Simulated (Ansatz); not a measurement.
# HCl: zone-centre modes at 1 GPa

Method: DFT LDA, scalar-relativistic, plane waves, PAW (Ansatz 0.2.0). Cutoff 420 eV, 10×10×10 k-points (Γ-centred), fixed occupations. No spin polarisation. Phonons by linear response, acoustic sum rule imposed.

The cell, relaxed at 1 GPa:
```yaml
crystal:
  lattice:
    - [-1.75964, 1.75963, 2.44783]
    - [1.75964, -1.75963, 2.44783]
    - [1.75964, 1.75963, -2.44783]
  atoms:
    - { symbol: H, position: [0.70032, 0.70032, 0.00000] }
    - { symbol: Cl, position: [0.96768, 0.96768, 0.00000] }
```

The crystal is built of molecules and no dispersion correction was added, so the binding between them is poorly described, and with it their spacing and whatever depends on it.

Problem. Is this structure stable against zone-centre distortions?

Solution. Yes, at Γ: no optical mode is imaginary. Strains and other wave vectors aren't tested by this run.

Problem. List the optical modes at Γ without the LO field (i marks imaginary ones).

Solution.
```
frequency (cm⁻¹) degeneracy IR intensity of the level ((D/Å)²/amu)
             151           2                                    7.76
            2676           1                                    8.91
```